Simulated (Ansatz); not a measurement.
V3Si (A15, Cr3Si type)

```yaml
crystal:
  lattice:
    - [4.70139, 0.00000, 0.00000]
    - [0.00000, 4.70139, 0.00000]
    - [0.00000, 0.00000, 4.70139]
  atoms:
    - { symbol: V, position: [0.25000, 0.00000, 0.50000] }
    - { symbol: V, position: [0.75000, 0.00000, 0.50000] }
    - { symbol: V, position: [0.00000, 0.50000, 0.25000] }
    - { symbol: V, position: [0.00000, 0.50000, 0.75000] }
    - { symbol: V, position: [0.50000, 0.25000, 0.00000] }
    - { symbol: V, position: [0.50000, 0.75000, 0.00000] }
    - { symbol: Si, position: [0.00000, 0.00000, 0.00000] }
    - { symbol: Si, position: [0.50000, 0.50000, 0.50000] }
```

This relaxed cell (volume V₀) is scaled evenly in all directions, its shape held. Symmetry pins the atoms to their sites.

Method: PBE (plane waves to 420 eV, PAW, scalar-relativistic; Ansatz, a program for electronic structure). k mesh 10×10×10 (Γ-centred), Fermi-Dirac smearing 0.05 eV. E stands for the smeared free energy. Left out: 2 of 9 points, with atoms too close for the PAW data. The PAW data are Ansatz's earlier set. V3Si is run without spin polarisation. V3Si was relaxed with its symmetry unable to fall. The zero of ΔE is the relaxed starting cell. The last digit holds for this mesh only.

| V (Å³/atom) | ΔE (meV/atom) |
|---|---|
| 12.340 | 21.2 |
| 12.665 | 5.1 |
| 12.989 | 0.0 |
| 13.314 | 4.7 |
| 13.639 | 17.9 |
| 13.964 | 38.8 |
| 14.288 | 66.3 |

Problem. What is the fitted pressure derivative B₀′?

Solution. 4.0.

Problem. What bulk modulus B₀ follows from a third-order Birch-Murnaghan fit?

Solution. 192 GPa. Check by three points about V = 12.989 Å³/atom, step 0.649: d²E/dV² ≈ (21 − 2·0 + 18) meV / 0.649² = 0.0925 eV/Å⁶, and V·d²E/dV² × 160.2 = 192 GPa.

(A scan under strain: stresses follow from slopes of the energy per volume, elastic moduli from its curvatures.)
